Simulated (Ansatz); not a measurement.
Rb (bcc, W type)

```
Rb
1.0
   -5.67105     5.67105     5.67105
    2.83552    -2.83552     2.83552
    2.83552     2.83552    -2.83552
Rb
2
Cartesian
  0.00000   0.00000   0.00000
 -2.83552   2.83552   2.83552
```

The atoms are displaced by Q × the pattern below (from a DFPT mode at N = (0.5, 0.0, 0.0), largest move 1; Q in Å), at fixed cell. (q is in reciprocal vectors of the primitive cell; the cell shown is doubled to hold the pattern.)

```csv
atom,x,y,z
Rb1,1.000,0.000,0.000
Rb2,-1.000,0.000,0.000
```

These are PBE (plane waves to 420 eV, PAW, scalar-relativistic; Ansatz, an electronic-structure program) values and carry that method's errors. k mesh 6×12×12 (Γ-centred), Fermi-Dirac smearing 0.05 eV. Energies are smeared free energies. With partly filled bands, energies and forces of such displacements shift with the k mesh and the smearing. Rb was relaxed with its symmetry unable to fall. The PAW data are Ansatz's earlier set. The zero of ΔE is the undisplaced structure.

### Question
Predict the ΔE (meV/cell) and −dE/dQ from forces (eV/Å) at Q (Å) = -0.083, -0.067, -0.050, 0.017, 0.100.

### Answer
```json
[
 {"Q (Å)": "-0.083", "ΔE (meV/cell)": "1.9", "−dE/dQ from forces (eV/Å)": "0.046"},
 {"Q (Å)": "-0.067", "ΔE (meV/cell)": "1.2", "−dE/dQ from forces (eV/Å)": "0.037"},
 {"Q (Å)": "-0.050", "ΔE (meV/cell)": "0.7", "−dE/dQ from forces (eV/Å)": "0.028"},
 {"Q (Å)": "0.017", "ΔE (meV/cell)": "0.1", "−dE/dQ from forces (eV/Å)": "-0.009"},
 {"Q (Å)": "0.100", "ΔE (meV/cell)": "2.8", "−dE/dQ from forces (eV/Å)": "-0.055"}
]
```

(For displaced atoms, the force is minus the slope of the energy, and its curvature is a force constant, which sets phonon frequencies.)
